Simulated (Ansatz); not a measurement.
Input:

ZrCu:
```xyz
2
Lattice="3.2242 0.0000 0.0000 0.0000 3.2242 0.0000 0.0000 0.0000 3.2242" Properties=species:S:1:pos:R:3 pbc="T T T"
Zr     1.6121     1.6121     1.6121
Cu     0.0000     0.0000     0.0000
```

This is the PBEsol-relaxed structure.

Q: All from the program Ansatz at the PBEsol level (PAW), unless another level is named. Predict the formation energy from the elements (no fitted shifts).

A: -0.11 eV/atom.

Q: And the density of states at the Fermi level?

A: 1.5 states/eV per atom (mean over ±0.08 eV).

Space group Pm-3m (CsCl type). The workflow started from a Materials Project entry (that database holds measured and hypothetical structures alike); the Crystallography Open Database copy checked does not list it. Whether it is the stable phase at ambient conditions was not checked. The cell was relaxed with PBEsol under the symmetry of its start; its stability against distortions is not shown here. No spin polarisation was allowed. The references are the lowest solids computed at this level, not always the standard phases. Spin–orbit coupling is left out wherever it is not named.

Potentials: the later of the program's two PAW sets.
